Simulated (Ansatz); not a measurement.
AlRu:
Space group Pm-3m (No. 221); a = b = c = 2.9826 Å, α = β = γ = 90.00°

```csv
atom,site,symmetry,x,y,z
Al,1a,m-3m,0.0000,0.0000,0.0000
Ru,1b,m-3m,0.5000,0.5000,0.5000
```

Relaxed with r²SCAN.

### Question
Which orbitals make up the states near the Fermi level in r²SCAN (plane waves, PAW; program Ansatz)?

### Answer
Within 0.5 eV of the Fermi level: Ru 4d 84 %, Al 3p 11 %. Projections are on Löwdin-orthogonalised atomic valence shells; empty p or d shells of many metals are not among them.

### Question
Tabulate the density of states.

### Answer
States/eV per cell of 2 atoms, in 0.25 eV bins, energy from the Fermi level.

```tsv
E (eV)	total	Ru 4d	Al 3p	Al 3s
-7.85	0.28	0.02	0.09	0.08
-7.60	0.31	0.02	0.10	0.10
-7.35	0.35	0.03	0.12	0.11
-7.10	0.40	0.05	0.13	0.12
-6.85	0.46	0.08	0.15	0.14
-6.60	0.57	0.13	0.17	0.18
-6.35	1.11	0.45	0.22	0.34
-6.10	1.52	0.70	0.26	0.48
-5.85	0.86	0.45	0.16	0.22
-5.60	0.51	0.28	0.10	0.12
-5.35	0.41	0.20	0.11	0.08
-5.10	0.32	0.14	0.10	0.05
-4.85	0.44	0.20	0.15	0.05
-4.60	0.72	0.38	0.23	0.06
-4.35	1.04	0.57	0.33	0.06
-4.10	1.68	0.96	0.53	0.07
-3.85	2.04	1.23	0.61	0.07
-3.60	2.13	1.57	0.41	0.07
-3.35	1.83	1.45	0.31	0.03
-3.10	1.61	1.29	0.29	0.00
-2.85	1.74	1.41	0.31	0.00
-2.60	1.25	0.97	0.26	0.00
-2.35	0.74	0.52	0.20	0.00
-2.10	1.37	1.08	0.23	0.01
-1.85	2.75	2.27	0.37	0.02
-1.60	2.08	1.76	0.25	0.01
-1.35	1.68	1.48	0.13	0.02
-1.10	3.24	2.81	0.29	0.02
-0.85	3.25	2.85	0.26	0.02
-0.60	2.47	2.16	0.21	0.01
-0.35	2.03	1.74	0.20	0.02
-0.10	1.65	1.41	0.17	0.01
0.15	1.34	1.13	0.14	0.01
0.40	0.65	0.47	0.12	0.01
0.65	0.39	0.24	0.11	0.01
0.90	0.32	0.19	0.09	0.01
1.15	0.28	0.17	0.07	0.00
1.40	0.23	0.14	0.06	0.00
1.65	0.19	0.11	0.05	0.00
1.90	0.32	0.23	0.06	0.00
2.15	0.44	0.31	0.10	0.00
2.40	0.84	0.58	0.21	0.00
2.65	1.71	1.11	0.43	0.05
2.90	0.99	0.53	0.32	0.06
3.15	0.78	0.36	0.29	0.06
3.40	0.67	0.27	0.27	0.08
3.65	0.58	0.21	0.25	0.06
3.90	0.50	0.15	0.22	0.07
4.15	0.47	0.12	0.21	0.08
4.40	0.40	0.09	0.19	0.08
4.65	0.36	0.07	0.17	0.08
```

The cell was relaxed with r²SCAN under the symmetry of its start. No spin polarisation was allowed. Spin–orbit coupling is left out wherever it is not named.

Potentials: the later of the program's two PAW sets.
